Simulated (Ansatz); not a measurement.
Computed with Ansatz 0.2.0, DFT PBE, scalar-relativistic, plane waves, PAW. Settings: cutoff 420 eV, Γ-centred meshes spaced at most about 0.3 Å⁻¹ (2π included), Gaussian smearing. No spin polarisation in the final relaxations.

Temperature and zero-point effects are left out. All come from trial cells, and lower structures may exist.

**Question.** Order these relaxed structures of Sn4Se3S by energy, lowest first, with the energy over the lowest of them.
A.

Space group Pmmm (No. 47). a = 4.246 Å, b = 6.014 Å, c = 8.496 Å, α = 90.00°, β = 90.00°, γ = 90.00°
| atom | site | symmetry | x | y | z |
| --- | --- | --- | --- | --- | --- |
| Sn | 1a | mmm | 0.0000 | 0.0000 | 0.0000 |
| Sn | 2t | mm2 | 0.5000 | 0.5000 | 0.2418 |
| Sn | 1c | mmm | 0.0000 | 0.0000 | 0.5000 |
| Se | 2s | mm2 | 0.5000 | 0.0000 | 0.2492 |
| Se | 1g | mmm | 0.0000 | 0.5000 | 0.5000 |
| S | 1e | mmm | 0.0000 | 0.5000 | 0.0000 |

B.

Space group P1 (No. 1). a = 4.447 Å, b = 6.308 Å, c = 8.405 Å, α = 109.51°, β = 90.01°, γ = 90.05°
```csv
atom,site,symmetry,x,y,z
Sn,1a,1,0.9723,0.9941,0.0618
Sn,1a,1,0.4493,0.4992,0.1794
Sn,1a,1,0.9651,0.9963,0.5616
Sn,1a,1,0.4477,0.4986,0.6945
Se,1a,1,0.5405,0.9590,0.3014
Se,1a,1,0.0353,0.5372,0.4465
Se,1a,1,0.5414,0.9585,0.8032
S,1a,1,0.0485,0.5571,0.9516
```

**Answer.** B (0 meV/atom), A (11 meV/atom). Forms: B P1; A Se and S ordered on rock salt sites, Pmmm. Counting S or Se atoms around Sn (for each partner element, those within 1.25 times its shortest distance or 1.15 times the sum of covalent radii, where it is the nearest in units of that sum or under 1.3; a plus sign parts groups by distance over the sum of covalent radii): B has Sn 3+2; A has Sn 6.

No dispersion correction is applied, so the spacing and binding between layers, chains or molecules are poorly described (P1), and this can change margins and order among such cells. Cells relaxed within their symmetry can be saddle points. The P1 cell of Sn4Se3S came from shaking the Pmmm one. Some candidate types were left out of the draw beforehand, so a known form may be missing.
